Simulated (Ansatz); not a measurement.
Consider the following.

Sn:
```
CELL_PARAMETERS angstrom
      3.27321     0.00000     0.00000
     -1.63660     2.83468     0.00000
      0.00000     0.00000     3.05574
ATOMIC_POSITIONS crystal
  Sn 0.00000 0.00000 0.00000
```

This is the PBE-relaxed structure.

Question: All from DFT-PBE in the program Ansatz with PAW potentials, unless another level is named. Give the density of states at the Fermi level.

Answer: 0.51 states/eV per atom (mean over ±0.08 eV).

Question: Predict the gap with spin–orbit coupling.

Answer: none (metallic).

Space group P6/mmm (simple hexagonal). The start of the workflow was typed in or built on a structure type; neither database checked (COD, Materials Project) lists it. It is not the phase usual at ambient conditions (space group No. 141). The PBE relaxation kept the symmetry of its start; its stability against distortions is not shown here. Scalar-relativistic: spin–orbit coupling is off unless named, which matters more the heavier the elements.

Potentials: the earlier of the program's two PAW sets.
